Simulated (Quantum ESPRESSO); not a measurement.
Ti3GaO7F, one run as intended and one with a planted mistake

A calculation, not a measurement. The program is pw.x of Quantum ESPRESSO 7.5 (plane-wave density functional theory). The cell is made up: 12 atoms on a rutile lattice, with randomly drawn elements, strain and displacements, not relaxed. PseudoDojo standard norm-conserving files (v0.5 for PBE, v0.4.1 for LDA and PBEsol) set the functional; there is no spin polarisation, spin-orbit coupling or dispersion term, and the masses in the input are unused placeholders.

Intended input:

```
&control calculation='scf', pseudo_dir='./dojo.nc.sr.pbe.v0_5.standard.upf', outdir='./o', disk_io='medium', tprnfor=.true., tstress=.true. /
&system ibrav=0, nat=12, ntyp=4, nbnd=55, ecutwfc=84.00895049, nosym=.true., tot_charge=0,
 occupations='smearing', smearing='fd', degauss=0.0018374661
/
&electrons conv_thr=7.350e-09, electron_maxstep=60, /
ATOMIC_SPECIES
F 1.0 F.upf
Ga 1.0 Ga.upf
O 1.0 O.upf
Ti 1.0 Ti.upf
CELL_PARAMETERS angstrom
4.6261 0.0 0.0
0.0 4.6261 0.0
0.0 0.0 5.9094
ATOMIC_POSITIONS angstrom
Ti 0.0244 0.1065 -0.0831
Ti 2.2229 2.1991 1.482
Ga -0.0044 -0.0025 2.7706
Ti 2.3227 2.3233 4.4431
O 1.4608 1.3254 -0.1175
O 3.1575 3.2376 0.0846
O 3.7776 1.1409 1.5791
O 0.9059 3.7074 1.5741
O 1.4288 1.392 3.1151
F 3.238 3.1127 3.056
O 3.6266 0.7477 4.5006
O 0.9071 3.7005 4.3847
K_POINTS automatic
5 5 4 1 1 1
```

The log is shortened where brackets say so; the opening notice, blank lines, dates and the lines on written files are dropped, and the path of the files is cut. It prints rydbergs, bohrs and kilobars, and counts compression as positive stress. Where no state is partly filled, the Fermi energy that it prints is only some level between the filled and the empty states on the mesh, and need not lie in the true gap.

Log of the intended run:

```
     Program PWSCF v.7.5
     Parallel version (MPI & OpenMP), running on       1 processor cores
     Number of MPI processes:                 1
     Threads/MPI process:                     1
     [start-up lines left out]
     bravais-lattice index     =            0
     lattice parameter (alat)  =       8.7421  a.u.
     unit-cell volume          =     853.4342 (a.u.)^3
     number of atoms/cell      =           12
     number of atomic types    =            4
     number of electrons       =        98.00
     number of Kohn-Sham states=           55
     kinetic-energy cutoff     =      84.0090  Ry
     charge density cutoff     =     336.0358  Ry
     scf convergence threshold =      7.3E-09
     mixing beta               =       0.7000
     number of iterations used =            8  plain     mixing
     Exchange-correlation= PBE
                           (   1   4   3   4   0   0   0)
     [axes and pseudopotential details left out]
   Cartesian axes
     site n.     atom                  positions (alat units)
         1        Ti     tau(   1) = (   0.0052744   0.0230216  -0.0179633  )
         2        Ti     tau(   2) = (   0.4805127   0.4753680   0.3203562  )
         3        Ga     tau(   3) = (  -0.0009511  -0.0005404   0.5989062  )
         4        Ti     tau(   4) = (   0.5020860   0.5022157   0.9604418  )
         5        O      tau(   5) = (   0.3157735   0.2865048  -0.0253994  )
         6        O      tau(   6) = (   0.6825404   0.6998552   0.0182875  )
         7        O      tau(   7) = (   0.8165842   0.2466224   0.3413458  )
         8        O      tau(   8) = (   0.1958237   0.8014094   0.3402650  )
         9        O      tau(   9) = (   0.3088563   0.3009014   0.6733750  )
        10        F      tau(  10) = (   0.6999416   0.6728562   0.6605996  )
        11        O      tau(  11) = (   0.7839433   0.1616264   0.9728713  )
        12        O      tau(  12) = (   0.1960831   0.7999179   0.9478178  )
     number of k points=    50  Fermi-Dirac smearing, width (Ry)=  0.0018
                       cart. coord. in units 2pi/alat
        k(    1) = (   0.1000000   0.1000000   0.0978547), wk =   0.0400000
        k(    2) = (   0.1000000   0.1000000   0.2935641), wk =   0.0400000
     [further k points left out]
     Dense  grid:    88853 G-vectors     FFT dimensions: (  54,  54,  72)
     Estimated max dynamical RAM per process >     142.45 MB
     Initial potential from superposition of free atoms
     starting charge      97.9925, renormalised to      98.0000
     Starting wfcs are   71 randomized atomic wfcs
     total cpu time spent up to now is       23.4 secs
     per-process dynamical memory:    88.1 Mb
     Self-consistent Calculation
     iteration #  1     ecut=    84.01 Ry     beta= 0.70
     Davidson diagonalization with overlap
     ethr =  1.00E-02,  avg # of iterations =  2.0
     total cpu time spent up to now is       80.3 secs
     total energy              =    -788.30633618 Ry
     estimated scf accuracy    <       4.93263098 Ry
     iteration #  2     ecut=    84.01 Ry     beta= 0.70
     Davidson diagonalization with overlap
     ethr =  5.03E-03,  avg # of iterations =  7.1
     total cpu time spent up to now is      189.0 secs
     total energy              =    -781.20546504 Ry
     estimated scf accuracy    <      71.57868186 Ry
     [iterations 3 to 18 left out]
     iteration # 19     ecut=    84.01 Ry     beta= 0.70
     Davidson diagonalization with overlap
     ethr =  3.63E-11,  avg # of iterations =  1.5
     total cpu time spent up to now is      960.6 secs
     total energy              =    -790.96455310 Ry
     estimated scf accuracy    <       0.00000002 Ry
     iteration # 20     ecut=    84.01 Ry     beta= 0.70
     Davidson diagonalization with overlap
     ethr =  1.82E-11,  avg # of iterations =  4.6
     total cpu time spent up to now is      993.9 secs
     End of self-consistent calculation
     [lines on levels left out]
     the Fermi energy is     9.3457 ev
!    total energy              =    -790.96455310 Ry
     estimated scf accuracy    <          4.0E-10 Ry
     smearing contrib. (-TS)   =      -0.00000000 Ry
     internal energy E=F+TS    =    -790.96455310 Ry
     The total energy is F=E-TS. E is the sum of the following terms:
     one-electron contribution =    -274.77899704 Ry
     hartree contribution      =     195.24795717 Ry
     xc contribution           =    -164.03501930 Ry
     ewald contribution        =    -547.39849394 Ry
     convergence has been achieved in  20 iterations
     Forces acting on atoms (cartesian axes, Ry/au):
     atom    1 type  4   force =    -0.01489780   -0.07607881   -0.02995966
     atom    2 type  4   force =    -0.02875904    0.01371273   -0.06216085
     atom    3 type  2   force =     0.01873307    0.04404481    0.14567755
     atom    4 type  4   force =    -0.05986707   -0.00025711    0.08991054
     atom    5 type  3   force =    -0.00413671    0.02107616    0.07819145
     atom    6 type  3   force =    -0.00395425   -0.01581139    0.01937377
     atom    7 type  3   force =    -0.00667011   -0.03981749   -0.04305210
     atom    8 type  3   force =     0.04093333   -0.04764601   -0.08168338
     atom    9 type  3   force =     0.01030085    0.01373486   -0.06013553
     atom   10 type  1   force =     0.03870589    0.05175439   -0.06106949
     atom   11 type  3   force =     0.01212896    0.03748453   -0.02720332
     atom   12 type  3   force =    -0.00251711   -0.00219667    0.03211100
     Total force =     0.288854     Total SCF correction =     0.000060
     Computing stress (Cartesian axis) and pressure
          total   stress  (Ry/bohr**3)                   (kbar)     P=       59.94
   0.00032443   0.00033428  -0.00013146           47.73       49.17      -19.34
   0.00033428   0.00027965  -0.00012645           49.17       41.14      -18.60
  -0.00013146  -0.00012645   0.00061824          -19.34      -18.60       90.95
     init_run     :     21.90s CPU     23.33s WALL (       1 calls)
     electrons    :    909.13s CPU    970.51s WALL (       1 calls)
     forces       :      5.09s CPU      5.15s WALL (       1 calls)
     stress       :     17.10s CPU     17.14s WALL (       1 calls)
     [timing details left out]
     PWSCF        :  15m53.39s CPU  16m57.25s WALL
     JOB DONE.
```

A second run has one planted mistake: the plane-wave cutoff is too low. The input lines that differ, file-writing options aside:

```
- &system ibrav=0, nat=12, ntyp=4, nbnd=55, ecutwfc=84.00895049, nosym=.true., tot_charge=0,
+ &system ibrav=0, nat=12, ntyp=4, nbnd=55, ecutwfc=49.02359578, nosym=.true., tot_charge=0,
```

Its log:

```
     Program PWSCF v.7.5
     Parallel version (MPI & OpenMP), running on       1 processor cores
     Number of MPI processes:                 1
     Threads/MPI process:                     1
     [start-up lines left out]
     bravais-lattice index     =            0
     lattice parameter (alat)  =       8.7421  a.u.
     unit-cell volume          =     853.4342 (a.u.)^3
     number of atoms/cell      =           12
     number of atomic types    =            4
     number of electrons       =        98.00
     number of Kohn-Sham states=           55
     kinetic-energy cutoff     =      49.0236  Ry
     charge density cutoff     =     196.0944  Ry
     scf convergence threshold =      7.3E-09
     mixing beta               =       0.7000
     number of iterations used =            8  plain     mixing
     Exchange-correlation= PBE
                           (   1   4   3   4   0   0   0)
     [axes and pseudopotential details left out]
   Cartesian axes
     site n.     atom                  positions (alat units)
         1        Ti     tau(   1) = (   0.0052744   0.0230216  -0.0179633  )
         2        Ti     tau(   2) = (   0.4805127   0.4753680   0.3203562  )
         3        Ga     tau(   3) = (  -0.0009511  -0.0005404   0.5989062  )
         4        Ti     tau(   4) = (   0.5020860   0.5022157   0.9604418  )
         5        O      tau(   5) = (   0.3157735   0.2865048  -0.0253994  )
         6        O      tau(   6) = (   0.6825404   0.6998552   0.0182875  )
         7        O      tau(   7) = (   0.8165842   0.2466224   0.3413458  )
         8        O      tau(   8) = (   0.1958237   0.8014094   0.3402650  )
         9        O      tau(   9) = (   0.3088563   0.3009014   0.6733750  )
        10        F      tau(  10) = (   0.6999416   0.6728562   0.6605996  )
        11        O      tau(  11) = (   0.7839433   0.1616264   0.9728713  )
        12        O      tau(  12) = (   0.1960831   0.7999179   0.9478178  )
     number of k points=    50  Fermi-Dirac smearing, width (Ry)=  0.0018
                       cart. coord. in units 2pi/alat
        k(    1) = (   0.1000000   0.1000000   0.0978547), wk =   0.0400000
        k(    2) = (   0.1000000   0.1000000   0.2935641), wk =   0.0400000
     [further k points left out]
     Dense  grid:    39697 G-vectors     FFT dimensions: (  40,  40,  50)
     Estimated max dynamical RAM per process >      64.88 MB
     Check: negative core charge=   -0.000181
     Initial potential from superposition of free atoms
     starting charge      97.9925, renormalised to      98.0000
     Starting wfcs are   71 randomized atomic wfcs
     total cpu time spent up to now is        6.9 secs
     per-process dynamical memory:    40.0 Mb
     Self-consistent Calculation
     iteration #  1     ecut=    49.02 Ry     beta= 0.70
     Davidson diagonalization with overlap
     ethr =  1.00E-02,  avg # of iterations =  2.0
     total cpu time spent up to now is       20.9 secs
     total energy              =    -787.38538541 Ry
     estimated scf accuracy    <       4.64659522 Ry
     iteration #  2     ecut=    49.02 Ry     beta= 0.70
     Davidson diagonalization with overlap
     ethr =  4.74E-03,  avg # of iterations =  6.9
     total cpu time spent up to now is       41.4 secs
     total energy              =    -780.80884746 Ry
     estimated scf accuracy    <      61.96019068 Ry
     [iterations 3 to 17 left out]
     iteration # 18     ecut=    49.02 Ry     beta= 0.70
     Davidson diagonalization with overlap
     ethr =  2.30E-10,  avg # of iterations =  5.2
     total cpu time spent up to now is      310.0 secs
     total energy              =    -789.83221715 Ry
     estimated scf accuracy    <       0.00000003 Ry
     iteration # 19     ecut=    49.02 Ry     beta= 0.70
     Davidson diagonalization with overlap
     ethr =  2.60E-11,  avg # of iterations =  3.0
     total cpu time spent up to now is      323.6 secs
     End of self-consistent calculation
     [lines on levels left out]
     the Fermi energy is     9.5144 ev
!    total energy              =    -789.83221715 Ry
     estimated scf accuracy    <          3.9E-09 Ry
     smearing contrib. (-TS)   =      -0.00000000 Ry
     internal energy E=F+TS    =    -789.83221715 Ry
     The total energy is F=E-TS. E is the sum of the following terms:
     one-electron contribution =    -272.29840418 Ry
     hartree contribution      =     193.38785666 Ry
     xc contribution           =    -163.52317569 Ry
     ewald contribution        =    -547.39849394 Ry
     convergence has been achieved in  19 iterations
     Forces acting on atoms (cartesian axes, Ry/au):
     atom    1 type  4   force =    -0.02313000   -0.07984284   -0.02117658
     atom    2 type  4   force =    -0.03045957    0.01687206   -0.05550750
     atom    3 type  2   force =     0.01803272    0.05201916    0.14349359
     atom    4 type  4   force =    -0.05350228   -0.00208530    0.08768838
     atom    5 type  3   force =    -0.00537964    0.01983927    0.07637635
     atom    6 type  3   force =     0.00270015   -0.00928604    0.01740178
     atom    7 type  3   force =     0.00311178   -0.04920955   -0.04440109
     atom    8 type  3   force =     0.04061206   -0.04685496   -0.08775023
     atom    9 type  3   force =     0.00568979    0.00993520   -0.06125627
     atom   10 type  1   force =     0.03641200    0.05051246   -0.06157249
     atom   11 type  3   force =     0.00901888    0.03948240   -0.02457067
     atom   12 type  3   force =    -0.00310591   -0.00138188    0.03127472
     Total force =     0.288470     Total SCF correction =     0.000123
     Computing stress (Cartesian axis) and pressure
          total   stress  (Ry/bohr**3)                   (kbar)     P=    -1027.78
  -0.00709326   0.00033068  -0.00015350        -1043.45       48.64      -22.58
   0.00033068  -0.00711825  -0.00011113           48.64    -1047.13      -16.35
  -0.00015350  -0.00011113  -0.00674863          -22.58      -16.35     -992.76
     init_run     :      5.73s CPU      6.87s WALL (       1 calls)
     electrons    :    292.57s CPU    316.68s WALL (       1 calls)
     forces       :      2.65s CPU      2.68s WALL (       1 calls)
     stress       :      9.42s CPU      9.45s WALL (       1 calls)
     [timing details left out]
     PWSCF        :   5m10.51s CPU   5m35.96s WALL
     JOB DONE.
```

```
                                            intended run  run with the mistake
                          free energy (eV)    -10761.621            -10746.215
                    smearing term -TS (eV)        0.0000                0.0000
                            pressure (GPa)          5.99               -102.78
            largest force component (eV/Å)         3.746                 3.689
largest change of a force component (eV/Å)                               0.252
                                iterations            20                    19
```

For scale, a rerun of the intended cell at 1437 eV and a 7 x 7 x 6 mesh moved values by no more than 0.004 eV in energy, 0.04 GPa in stress and 0.002 eV/Å in force.